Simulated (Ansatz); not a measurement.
TaAs:
```cif
data_As2Ta2
_chemical_formula_sum 'Ta2 As2'
_space_group_name_H-M_alt 'P 1'
_space_group_IT_number 1
_cell_length_a 6.35873
_cell_length_b 6.35873
_cell_length_c 6.35873
_cell_angle_alpha 148.398
_cell_angle_beta 148.398
_cell_angle_gamma 45.298
loop_
_space_group_symop_operation_xyz
  'x, y, z'
loop_
_atom_site_label
_atom_site_type_symbol
_atom_site_fract_x
_atom_site_fract_y
_atom_site_fract_z
_atom_site_occupancy
Ta1 Ta 0.75017 0.25017 0.50000 1
Ta2 Ta 0.00017 0.00017 0.00000 1
As1 As 0.33243 0.83243 0.50000 1
As2 As 0.58243 0.58243 0.00000 1
```

Relaxed with PBE.

Q: Which orbitals make up the states near the Fermi level in plane-wave PAW PBE (Ansatz code)?

A: Within 0.5 eV of the Fermi level: Ta 5d 86 %, As 4p 10 %. Projections are on Löwdin-orthogonalised atomic valence shells; empty p or d shells of many metals are not among them.

Q: Tabulate the density of states.

A: States/eV per cell of 4 atoms, in 0.25 eV bins, energy from the Fermi level.

```tsv
E (eV)	total	Ta 5d	As 4p	Ta 6s
-7.85	0.00	0.00	0.00	0.00
-7.60	0.00	0.00	0.00	0.00
-7.35	0.01	0.00	0.01	0.00
-7.10	0.56	0.09	0.31	0.12
-6.85	0.79	0.14	0.44	0.14
-6.60	1.15	0.25	0.65	0.18
-6.35	1.40	0.35	0.78	0.19
-6.10	1.96	0.51	1.10	0.24
-5.85	2.59	0.73	1.46	0.27
-5.60	3.06	1.03	1.69	0.21
-5.35	1.60	0.51	0.86	0.13
-5.10	1.22	0.36	0.69	0.08
-4.85	1.65	0.50	0.98	0.07
-4.60	2.32	0.74	1.37	0.10
-4.35	2.36	0.77	1.39	0.09
-4.10	2.56	0.89	1.47	0.08
-3.85	2.53	0.97	1.40	0.06
-3.60	2.65	1.08	1.43	0.06
-3.35	3.20	1.35	1.70	0.06
-3.10	4.07	1.70	2.20	0.07
-2.85	3.60	1.60	1.86	0.05
-2.60	3.37	1.64	1.60	0.05
-2.35	2.89	1.54	1.25	0.04
-2.10	1.60	0.93	0.61	0.02
-1.85	1.02	0.65	0.33	0.01
-1.60	2.52	1.92	0.44	0.06
-1.35	4.17	3.27	0.46	0.24
-1.10	3.09	2.41	0.37	0.12
-0.85	3.23	2.63	0.34	0.07
-0.60	1.80	1.49	0.23	0.02
-0.35	0.79	0.65	0.12	0.01
-0.10	0.24	0.21	0.02	0.00
0.15	0.68	0.61	0.05	0.00
0.40	1.91	1.67	0.16	0.01
0.65	1.66	1.41	0.18	0.01
0.90	1.85	1.58	0.18	0.01
1.15	2.27	1.95	0.19	0.03
1.40	3.01	2.55	0.26	0.05
1.65	2.45	2.02	0.23	0.05
1.90	3.05	2.43	0.31	0.08
2.15	3.56	2.65	0.42	0.17
2.40	4.14	3.02	0.40	0.30
2.65	4.37	3.10	0.48	0.32
2.90	4.29	2.97	0.55	0.24
3.15	4.32	2.75	0.63	0.36
3.40	3.37	1.95	0.59	0.35
3.65	4.59	2.62	0.92	0.37
```

Space group I4_1md. The PBE relaxation kept the symmetry of its start. No spin polarisation was allowed. A small band overlap can be real or an error of a semilocal functional. Scalar-relativistic: spin–orbit coupling is off unless named, which matters more the heavier the elements.

Potentials: the earlier of the program's two PAW sets.
